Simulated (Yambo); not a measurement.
G0W0@PBEsol for GaP (zinc blende, space group F-43m, No. 216) in Yambo. Reference settings: 4×4×4 Γ-centred k mesh, 151 bands and a 14 Ry block in the screening, 151 bands in G with the Bruneval-Gonze terminator, plasmon pole fitted at 27.2 eV. The PBEsol gap Γ → X on this mesh is 1.51 eV; G0W0 gaps are taken between the same points.

The settings were changed. The gap went from 2.27 eV to 2.14 eV, and the shift of the valence edge from -0.72 eV to -0.39 eV.

What was changed between the two runs?
A) wavefunctions cut at 25 Ry
B) no terminator
C) 50 bands in G
D) 50 bands in G, no terminator

D, 50 bands in G, no terminator. The others gave (gap, valence shift): no terminator: 2.25, -0.66 eV; 50 bands in G: 2.28, -0.74 eV; wavefunctions cut at 25 Ry: 2.29, -0.73 eV.

The standard potential for Ga keeps a d shell in the valence without the s and p states of that shell. In tests on such compounds this moved G0W0 gaps by up to about 0.9 eV, so absolute quasiparticle energies here are unreliable; differences between settings are what counts.

Spin-orbit coupling is not included.

Geometry relaxed with PBEsol; primitive cell a = b = c = 3.847 Å, α = β = γ = 60.00°.

A shift is the quasiparticle energy of the state minus its PBEsol energy.
